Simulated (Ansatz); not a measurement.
Input and command of a plane-wave DFT calculation in Ansatz:

```yaml
crystal:
  lattice:
    - [2.7503079387, 0.0, 0.0]
    - [-1.3751539694, 2.3818365432, 0.0]
    - [0.0, 0.0, 24.4379467124]
  atoms:
    - { symbol: Re, position: [0.0, 0.0, 0.0] }
    - { symbol: Re, position: [0.3333333333, 0.6666666667, 0.0909090909] }
    - { symbol: Re, position: [0.0, 0.0, 0.1818181818] }
    - { symbol: Re, position: [0.3333333333, 0.6666666667, 0.2727272727] }
    - { symbol: Re, position: [0.6666666667, 0.3333333333, 0.3636363636] }
    - { symbol: Re, position: [0.3333333333, 0.6666666667, 0.4545454545] }
    - { symbol: Re, position: [0.0, 0.0, 0.5454545455] }
    - { symbol: Re, position: [0.6666666667, 0.3333333333, 0.6363636364] }
    - { symbol: Re, position: [0.3333333333, 0.6666666667, 0.7272727273] }
    - { symbol: Re, position: [0.6666666667, 0.3333333333, 0.8181818182] }
    - { symbol: Re, position: [0.3333333333, 0.6666666667, 0.9090909091] }
basis:
  ecutwfc: 420
kpoints:
  mp_grid: { grid: [18, 18, 2] }
hamiltonian:
  xc: pbesol
scf:
  occupations: { method: gaussian, width: 0.1 }
output:
  forces: true
  stress: true
  eigenvalues: true
  populations: true
relax:
  adjacent_minimum: "off"
  f_tol: 0.01
  max_steps: 45
  cell: { stress_tol: 0.05 }
```

```bash
ansatz run input.yaml --threads 1 --pin off --max-ram 2560MiB --backend cpu --events-out ev --progress --plain --runs-dir out
```

Processor: Arm Neoverse V1, 1 thread, on a host shared with other jobs.

Q: How long does it run, and how much memory does it take?

A: About 14 min on 1 thread of Arm Neoverse V1 (shared host), peak memory 0.99 GiB. It solves 99 bands at 74 k points (the mesh reduced by the symmetry that the task leaves, which can be less than the crystal's) with about 3135 plane waves (on the last cell), in 40 SCF iterations over 6 ionic steps.
